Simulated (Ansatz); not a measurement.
YGe$_{2}$Ru$_{2}$ in Ansatz, settings compared

Run with:

```bash
ansatz run input.yaml --threads 1 --pin off --max-ram 2560MiB --backend cpu --events-out ev --progress --plain --runs-dir out
```

input.yaml:

```yaml
crystal:
  lattice:
    - [0.0, 4.106038, 0.0]
    - [4.106038, 0.0, 0.0]
    - [2.053019, 2.053019, -5.107279]
  atoms:
    - { symbol: "Y", position: [0.0, 0.0, 0.0] }
    - { symbol: Ge, position: [0.378, 0.378, 0.244] }
    - { symbol: Ge, position: [0.622, 0.622, 0.756] }
    - { symbol: Ru, position: [0.75, 0.25, 0.5] }
    - { symbol: Ru, position: [0.25, 0.75, 0.5] }
  symmetry: { tolerance: 0.0003 }
kpoints:
  mp_grid: { grid: [5, 5, 5], shift: [0, 0, 0] }
magnetization:
  spin_polarized: false
scf:
  occupations: { method: tetrahedron }
hamiltonian:
  pseudopotentials: { kind: paw }
  xc: r2scan
basis:
  ecutwfc: 500
output:
  forces: true
  stress: true
  eigenvalues: true
```

Origin of the cell: a known structure type with other elements, at an estimated volume, so it need not be a known compound.

Output of this run (shortened):

```
Warning: output.forces, output.stress, relax.cell or npt_langevin: where a Kohn–Sham band that disperses or a degenerate level is filled in part under the method tetrahedron, the forces or th […]
band count auto-derived: 44 (N_el = 71.0; filled up to band 36; 43 by the electrons, moments and atoms)
Pseudopotentials: kind: paw
Pseudopotential: Y, paw, valence charge 11, recommended cutoff 500 eV (meta_gga), Y.paw.azcp
Pseudopotential: Ge, paw, valence charge 14, recommended cutoff 500 eV (meta_gga), Ge.paw.azcp
Pseudopotential: Ru, paw, valence charge 16, recommended cutoff 500 eV (meta_gga), Ru.paw.azcp
Functional definition: r2SCAN
  exchange = r2scan_x(k0 = k0, k1 = k1, a1 = a1)
  correlation = r2scan_c
Crystal: 5 atoms, lattice volume = 86.106 Å³
Basis set: ecut = 500 eV, 2179 PW (Γ), exchange–correlation on 120×120×180 points (64 copies of the dense FFT grid, shifted against one another)
[… 13 lines left out …]
Initial density: superposition of atomic densities (neutral atoms: chi_scale 0, normalization atom), corrected by the library's trained network
Functional: x = r2scan, c = r2scan; τ floored in thin density (d = 2e-4 eV/Å³)
SCF iter   1: F=—  HF=-24250.294748 eV  Δρ=9.69e-3  dr2=1.54e-1  dr2_τ=3.32e-2
SCF iter   2: F=—  HF=-24250.330047 eV  Δρ=5.50e-3  dr2=5.91e-2  dr2_τ=9.72e-4  defer=26
SCF iter   3: F=—  HF=-24250.325215 eV  Δρ=2.14e-3  dr2=7.54e-3  dr2_τ=2.91e-4  defer=26
SCF iter   4: F=—  HF=-24250.324667 eV  Δρ=1.05e-3  dr2=2.11e-3  dr2_τ=2.22e-4  defer=26
SCF iter   5: F=—  HF=-24250.324840 eV  Δρ=5.66e-4  dr2=1.99e-4  dr2_τ=1.08e-5  defer=26
SCF iter   6: F=—  HF=-24250.324872 eV  Δρ=1.58e-4  dr2=6.15e-5  dr2_τ=2.35e-6  defer=26
SCF iter   7: F=—  HF=-24250.324924 eV  Δρ=8.08e-5  dr2=1.26e-5  dr2_τ=5.24e-7  defer=26
SCF iter   8: F=—  HF=-24250.324900 eV  Δρ=2.20e-5  dr2=7.49e-7  dr2_τ=7.90e-8  defer=26
SCF iter   9: F=-24250.324900 eV  HF=-24250.324900 eV  Δρ=5.01e-6  dr2=3.75e-8  dr2_τ=2.09e-9
SCF 1 converged in 9 iterations: F = -24250.324900 eV  dr2 = 3.75e-8
SCF converged after 9 iterations
Stability not checked: this state was not tested for a lower state beside it, because cold or Methfessel-Paxton smearing, or corrected tetrahedra, fill the levels in a way that the test cannot read (fill_not_monotonic; […]
Free energy (F): -24250.324900 eV
Harris-Foulkes:  -24250.324900 eV  (|F-HF|=8.79e-9)
Internal energy: -24250.323128 eV  (E = F + TS)
E sigma→0 (E₀):  -24250.324900 eV
Entropy (-TS):   -0.001772 eV (-0.354 meV/atom)
Fermi energy:    15.732978 eV
--- Per-component energies (eV) ---
  E_band       = -524.055525
  E_kinetic    = 1564.851452
  E_local      = -8480.676712  (includes V_loc(G=0)·N_el)
  E_nonlocal   = 1581.002855
  E_hartree    = 3406.974656
  E_xc         = -678.815237
  E_vxc        = -898.023798  (∫ρ·V_xc dr)
  E_paw        = -13871.233215  (= ΣΔE_a)
  E_vpaw       = -1163.166687  (= ΣTr[D̂ρ^β])
  E_aug_tail   = 0.000215  (compensation charges beyond the density's cutoff)
  E_vtau       = 58.003345  (kinetic-family band-sum trace: ∫τ·v_τ [+ j·A + Jᵃ·Aᵃ] dr)
  E_ewald      = -7769.479745
  E_core_change = -2.947396  (= ΣΔE_core)
  E_smearing   = -0.001772  (= −TS)
  Σ components = -24250.324900   (vs F -24250.324900, Δ=0.00e0)
--- Forces (eV/Å), atoms counted from 1 ---
  atom   1  Y     -0.000000    -0.000000     0.000000
  atom   2  Ge     0.000000     0.000000    -0.899412
  atom   3  Ge     0.000000     0.000000     0.899412
  atom   4  Ru     0.000000     0.000000    -0.000000
  atom   5  Ru     0.000000     0.000000     0.000000
  max |Σ_I F_I| component: 0.0 eV/Å
--- Stress (GPa, compression-positive) ---
        4.596040       0.000000       0.000000
        0.000000       4.596040       0.000000
        0.000000       0.000000      -2.623902
  P = ⅓ Tr σ = 2.1894 GPa (21.894 kbar)
```

The same input was run again with these changes:

1. `hamiltonian.pseudopotentials` { kind: paw } → { kind: nc, accuracy: standard }; `hamiltonian.dispersion` default → d3bjatm
2. `hamiltonian.pseudopotentials` { kind: paw } → { kind: nc, accuracy: standard }
3. `basis.ecutwfc` 500 → "350 eV"; `scf.occupations.method` tetrahedron → gaussian; `scf.occupations.width` default → 0.005
4. `hamiltonian.hubbard` default → { sites: [{ species: Ru, l: d, u_eff: 1.0 }], double_counting: fll }

| run | end | SCF iterations | P (GPa) | max force component (eV/Å) | moment (μB) | ΔE(σ→0) (meV/atom) |
| --- | --- | --- | --- | --- | --- | --- |
| base | converged | 9 | 2.19 | 0.899 | – | 0 |
| 1 | converged | 10 | -4.28 | 0.899 | – | – |
| 2 | converged | 10 | -2.97 | 0.904 | – | – |
| 3 | converged | 9 | 2.26 | 0.900 | – | 13.13 |
| 4 | converged | 10 | 1.95 | 1.044 | – | – |

Energies are compared only where functional, datasets, charge and starting cell are the same.

Not properties of the system: run 3 (too coarse or loose: `basis.ecutwfc` = "350 eV").

Caveats of the base run: forces and stress under tetrahedra may miss the slope of the energy; no moments, though an odd count or open d shells may carry them; the k mesh is coarse if the cell is a metal.

Run 1: the cutoff lies below the datasets' advice; the norm-conserving files were made for PBE, not for this functional.
Run 2: the cutoff lies below the datasets' advice; the norm-conserving files were made for PBE, not for this functional.
Run 3: the cutoff lies below the datasets' advice.

The base run took 8.9 s on 1 thread of Intel(R) Xeon(R) Platinum 8375C CPU @ 2.90GHz (Ice Lake), on a shared host, peak memory 0.61 GiB, from the program's own first density.
